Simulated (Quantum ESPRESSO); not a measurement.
## Se (P3₁21) under strain

```yaml
crystal:
  lattice:
    - [4.50482, 0.00000, 0.00000]
    - [-2.25241, 3.90129, 0.00000]
    - [0.00000, 0.00000, 4.97880]
  atoms:
    - { symbol: Se, position: [0.22208, 0.00000, 0.33333] }
    - { symbol: Se, position: [0.00000, 0.22208, 0.66667] }
    - { symbol: Se, position: [0.77792, 0.77792, 0.00000] }
```
The cell was made here from a computed Materials Project entry: atoms relaxed in the unchanged cell (PBE without dispersion, pw.x of a modified build of Quantum ESPRESSO, symmetry kept). The parent is Se in P3₁21. Stability against distortions was not tested.

The last row's change in full: strained by +2 % along the unique axis and by -1 % across it, atoms relaxed (PBE, pw.x of Quantum ESPRESSO); the other rows go along the same path.

Method: shieldings by GIPAW with PBE in Quantum ESPRESSO, on JTH PAW datasets, 20 Ha, k-mesh 9×9×7 shifted, f-sum rule met within 0.028 %. Values are those of the named site's first atom. These are absolute shieldings with no macroscopic susceptibility term; δ = σ_ref − σ needs a reference computed alike. By our sweeps, such settings leave a few ppm in absolute σ on light atoms and up to some 20 ppm from Zn on. Spin–orbit coupling is left out; its weight grows with the heaviest atom, Se here. No d partial waves on Se: the paramagnetic term there is incompletely reconstructed.

Unchanged cell: σ_iso Se (ppm) = 497.3.

### Question
How do these values move along the path (axial strain (%): -2, +2)?

### Answer
```tsv
axial strain (%)	σ_iso Se (ppm)
-2	520.0
0	497.3
+2	459.4
```
